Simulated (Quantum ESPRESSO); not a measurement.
pw.x input (Quantum ESPRESSO 7.5; LDA, PseudoDojo standard norm-conserving files, scalar-relativistic):

```
&CONTROL
  calculation = 'scf'
  pseudo_dir = './pseudo'
  outdir = './out'
  tprnfor = .true.
  tstress = .true.
/
&SYSTEM
  ibrav = 0
  nat = 9
  ntyp = 3
  ecutwfc = 84.0
  ecutrho = 336.0
  occupations = 'smearing'
  smearing = 'fd'
  degauss = 0.002
  nbnd = 48
/
&ELECTRONS
  conv_thr = 9e-10
/
ATOMIC_SPECIES
F 18.9984 F.upf
Ti 47.8670 Ti.upf
Tl 204.3800 Tl.upf
CELL_PARAMETERS angstrom
  5.919080153000   0.000000000000   0.000000000000
 -2.959540076000   5.126073779000   0.000000000000
  0.000000000000   0.000000000000   4.764190000000
ATOMIC_POSITIONS crystal
F   0.847790000000   0.152210000000   0.778920000000
F   0.152210000000   0.847790000000   0.221080000000
F   0.847790000000   0.695580000000   0.778920000000
F   0.152210000000   0.304420000000   0.221080000000
F   0.304420000000   0.152210000000   0.778920000000
F   0.695580000000   0.847790000000   0.221080000000
Ti   0.000000000000   0.000000000000   0.000000000000
Tl   0.666666667000   0.333333333000   0.312590000000
Tl   0.333333333000   0.666666667000   0.687410000000
K_POINTS automatic
6 6 6 0 0 0
```

End of the output:

```

[...]
     the Fermi energy is     5.0611 ev
!    total energy              =    -657.08562073 Ry
     estimated scf accuracy    <          4.3E-11 Ry
     smearing contrib. (-TS)   =       0.00000000 Ry
     internal energy E=F+TS    =    -657.08562073 Ry
     The total energy is F=E-TS. E is the sum of the following terms:
     one-electron contribution =    -266.70178165 Ry
     hartree contribution      =     181.22679856 Ry
     xc contribution           =    -157.45280146 Ry
     ewald contribution        =    -414.15783618 Ry
     convergence has been achieved in  13 iterations
     Forces acting on atoms (cartesian axes, Ry/au):
     atom    1 type  1   force =     0.01104262   -0.00637546    0.00853919
     atom    2 type  1   force =    -0.01104262    0.00637546   -0.00853919
     atom    3 type  1   force =     0.00000000    0.01275091    0.00853919
     atom    4 type  1   force =     0.00000000   -0.01275091   -0.00853919
     atom    5 type  1   force =    -0.01104262   -0.00637546    0.00853919
     atom    6 type  1   force =     0.01104262    0.00637546   -0.00853919
     atom    7 type  2   force =    -0.00000000    0.00000000    0.00000000
     atom    8 type  3   force =    -0.00000000    0.00000000    0.00081318
     atom    9 type  3   force =     0.00000000    0.00000000   -0.00081318
     Total force =     0.037608     Total SCF correction =     0.000021
     Computing stress (Cartesian axis) and pressure
          total   stress  (Ry/bohr**3)                   (kbar)     P=      -45.97
  -0.00032274   0.00000000   0.00000000          -47.48        0.00        0.00
   0.00000000  -0.00032274   0.00000000            0.00      -47.48        0.00
   0.00000000   0.00000000  -0.00029206            0.00        0.00      -42.96
```
In a gapped system the printed Fermi energy is only some level inside the gap.

Spin-orbit coupling is not included.

Geometry of the Materials Project entry, not relaxed at this level.
